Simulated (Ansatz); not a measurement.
MoS2:
```cif
data_Mo2S4
_chemical_formula_sum 'Mo2 S4'
_space_group_name_H-M_alt 'P 1'
_space_group_IT_number 1
_cell_length_a 3.17714
_cell_length_b 3.17714
_cell_length_c 12.58084
_cell_angle_alpha 90.000
_cell_angle_beta 90.000
_cell_angle_gamma 120.000
loop_
_space_group_symop_operation_xyz
  'x, y, z'
loop_
_atom_site_label
_atom_site_type_symbol
_atom_site_fract_x
_atom_site_fract_y
_atom_site_fract_z
_atom_site_occupancy
Mo1 Mo 0.00000 0.00000 0.25000 1
Mo2 Mo 0.00000 0.00000 0.75000 1
S1 S 0.33333 0.66667 0.37335 1
S2 S 0.66667 0.33333 0.62665 1
S3 S 0.66667 0.33333 0.87335 1
S4 S 0.33333 0.66667 0.12665 1
```

Relaxed with r²SCAN+D4.

Task: Tabulate the valence density and the electron localisation function along the shortest Mo–S contact (2.40 Å), r²SCAN+D4 (plane waves, PAW; program Ansatz).

Result: 

```
distance from Mo (Å)  density (e/Å³)   ELF
--------------------  --------------  ----
0.24                            6.87  0.51
0.36                            6.32  0.65
0.48                            5.19  0.71
0.60                            3.74  0.70
0.72                            2.38  0.60
0.84                            1.41  0.45
0.96                            0.87  0.32
1.08                            0.66  0.32
1.20                            0.62  0.47
1.32                            0.68  0.68
1.44                            0.80  0.81
1.56                            0.97  0.85
1.68                            1.13  0.83
1.80                            1.20  0.73
1.92                            1.08  0.48
2.04                            0.80  0.16
2.16                            0.45  0.01
```

The density is the valence pseudo-density with augmentation charge, so density and ELF within about 1 Å of a nucleus are not all-electron values.

Space group P6_3/mmc. The workflow started from a Materials Project entry (that database holds measured and hypothetical structures alike). Its sites differ from those of the usual phase in this space group: another stacking or structure type. The cell was relaxed with r²SCAN+D4 under the symmetry of its start; phonons on a q-mesh show no instability. The run is not spin-polarised.

Potentials: the earlier of the program's two PAW sets.
